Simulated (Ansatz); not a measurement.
KH3O2 — 41K nuclear quadrupole resonance

Cell: a Materials Project structure (computed, not necessarily an observed phase), taken as it stands.

Space group P2_1/c (No. 14); a = 5.7810, b = 5.6918, c = 7.8753 Å, β = 109.79°.

| site | Wyckoff | site symmetry | x | y | z |
| --- | --- | --- | --- | --- | --- |
| K | 4e | 1 | 0.6996 | 0.7551 | 0.4234 |
| H5 | 4e | 1 | 0.9865 | 0.9755 | 0.2468 |
| H9 | 4e | 1 | 0.2292 | 0.7106 | 0.1539 |
| H13 | 4e | 1 | 0.2290 | 0.7031 | 0.4585 |
| O17 | 4e | 1 | 0.6569 | 0.2439 | 0.9148 |
| O18 | 4e | 1 | 0.9445 | 0.1416 | 0.2374 |

One atom of each set is listed.

Method: Kohn–Sham DFT in Ansatz, PBE, plane waves and PAW, scalar-relativistic, 420 eV cutoff, Γ-centred 4×4×3 k-points, Fermi–Dirac smearing 0.02 eV.

41K: I = 3/2, Q = 73.40 mb (year-2017 value). Static lattice, zero field.

**Question.** At which frequencies do the 41K NQR lines lie?

**Answer.** For I = 3/2 there is one line, ν = (|C_Q|/2)(1 + η²/3)^½.

```csv
site,atoms,V_zz (10²¹ V/m²),C_Q (MHz),η,line frequencies (MHz)
K,4,-0.95,-1.68,0.24,0.847
```

**Question.** And for ³⁹K (I = 3/2, Q = 60.30 mb) on K?

**Answer.** C_Q scales with Q to -1.38 MHz, with lines at 0.696 MHz.

The largest force is 0.4 eV/Å, so the atoms aren't at the calculated equilibrium and relaxing them would move these values.
